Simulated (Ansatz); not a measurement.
A distorted cell of KBr (rock salt):

```
CELL_PARAMETERS angstrom
      0.00000     3.34759     3.34759
      3.34759     0.00000     3.34759
      3.34759     3.34759     0.00000
ATOMIC_POSITIONS crystal
  Br 0.00000 0.00000 0.00000
  K  0.50000 0.50000 0.50000
```

Method: r2SCAN (plane waves to 500 eV, PAW, scalar-relativistic; Ansatz, a first-principles code). k mesh 9×9×9 (Γ-centred), Fermi-Dirac smearing 0.05 eV. Energies are smeared free energies. Stress and pressure are positive under compression. KBr was relaxed with its symmetry unable to fall.

Q: Give the stress tensor in GPa and the pressure.

A: 
```
  -0.56     0.00     0.00
   0.00    -0.56     0.00
   0.00     0.00    -0.56
```
The pressure, a third of the trace, is -0.56 GPa.

Q: It is the relaxed cell scaled evenly to V/V₀ = 1.040, atoms relaxed where free. What is its energy relative to the relaxed cell?

A: 2.6 meV/atom.

(Under strain, the slope of the energy per volume gives the stress and its curvature an elastic modulus.)
